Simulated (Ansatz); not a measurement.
Mg2Si (antifluorite type, space group Fm-3m)

```cif
data_Mg8Si4
_chemical_formula_sum 'Si4 Mg8'
_space_group_name_H-M_alt 'Fm-3m'
_space_group_IT_number 225
_space_group_name_Hall '-F 4 2 3'
_cell_length_a 6.36442
_cell_length_b 6.36442
_cell_length_c 6.36442
_cell_angle_alpha 90.000
_cell_angle_beta 90.000
_cell_angle_gamma 90.000
loop_
_atom_site_label
_atom_site_type_symbol
_atom_site_symmetry_multiplicity
_atom_site_Wyckoff_symbol
_atom_site_fract_x
_atom_site_fract_y
_atom_site_fract_z
_atom_site_occupancy
Si1 Si 4 a 0.00000 0.00000 0.00000 1
Mg1 Mg 8 c 0.25000 0.25000 0.25000 1
```
(The calculation used a cell of 3 atoms; values per cell refer to that cell.)

This relaxed cell (volume V₀) is scaled evenly in all directions, its shape held. Symmetry pins the atoms to their sites.

Computed with PBE (plane waves to 420 eV, PAW, scalar-relativistic; Ansatz, a quantum-chemistry and plane-wave program). k mesh 9×9×9 (Γ-centred), Fermi-Dirac smearing 0.05 eV. Energies are smeared free energies. Mg2Si was relaxed with its symmetry unable to fall. The PAW data are Ansatz's earlier set. ΔE is measured from the relaxed starting cell.

```json
[
 {"V (Å³/atom)": "20.194", "ΔE (meV/atom)": "14.4"},
 {"V (Å³/atom)": "20.452", "ΔE (meV/atom)": "9.0"},
 {"V (Å³/atom)": "20.710", "ΔE (meV/atom)": "5.0"},
 {"V (Å³/atom)": "20.967", "ΔE (meV/atom)": "2.2"},
 {"V (Å³/atom)": "21.225", "ΔE (meV/atom)": "0.5"},
 {"V (Å³/atom)": "21.483", "ΔE (meV/atom)": "0.0"},
 {"V (Å³/atom)": "21.741", "ΔE (meV/atom)": "0.5"},
 {"V (Å³/atom)": "21.999", "ΔE (meV/atom)": "2.0"},
 {"V (Å³/atom)": "22.256", "ΔE (meV/atom)": "4.4"},
 {"V (Å³/atom)": "22.514", "ΔE (meV/atom)": "7.7"},
 {"V (Å³/atom)": "22.772", "ΔE (meV/atom)": "11.9"}
]
```

### Question
What bulk modulus B₀ follows from a third-order Birch-Murnaghan fit?

### Answer
54.0 GPa.

### Question
What is the fitted pressure derivative B₀′?

### Answer
4.1.

(Under strain, the slope of the energy per volume gives the stress and its curvature an elastic modulus.)
